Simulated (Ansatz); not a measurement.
AlRu (CsCl type)

```yaml
crystal:
  lattice:
    - [2.97635, 0.00000, 0.00000]
    - [0.00000, 2.97635, 0.00000]
    - [0.00000, 0.00000, 2.97635]
  atoms:
    - { symbol: Al, position: [0.00000, 0.00000, 0.00000] }
    - { symbol: Ru, position: [0.50000, 0.50000, 0.50000] }
```

In each cell atom 1 (Al, nearest neighbour Ru at 2.578 Å; its periodic images, 3.0 Å or more away, move with it) moves by s·(0.577, 0.577, 0.577) (along Cartesian [111]), the rest being held.

These are PBEsol (plane waves to 420 eV, PAW, scalar-relativistic; Ansatz, a program for electronic structure) values and carry that method's errors. k mesh 13×13×13 (Γ-centred), Fermi-Dirac smearing 0.05 eV. The energy includes the smearing's −TS. With partly filled bands, energies and forces of such displacements shift with the k mesh and the smearing. AlRu is run without spin polarisation. AlRu was relaxed with its symmetry unable to fall. ΔE is measured from the undisplaced structure.

The scan covers s from -0.520 to 0.520 Å in 11 points.

Problem. Is the energy the same for equal positive and negative displacements?

Solution. Even: the same for both signs. With its periodic images moving along, the atom's site symmetry in this cell is m-3m.

Problem. What force acts on the atom along the line at s = -0.520 Å?

Solution. 6.96 eV/Å.

Problem. What is the energy change at s = 0.520 Å?

Solution. 1426 meV/cell.

Problem. What is the force constant k = d²E/ds² of this move at s = 0?

Solution. 8.06 eV/Å².

Problem. With two atoms in the cell this is the zone-centre optical mode. What wavenumber follows?

Solution. 321 cm⁻¹.

(A displaced cell: forces are minus the slopes of the energy, force constants its curvatures, and phonons follow from these.)
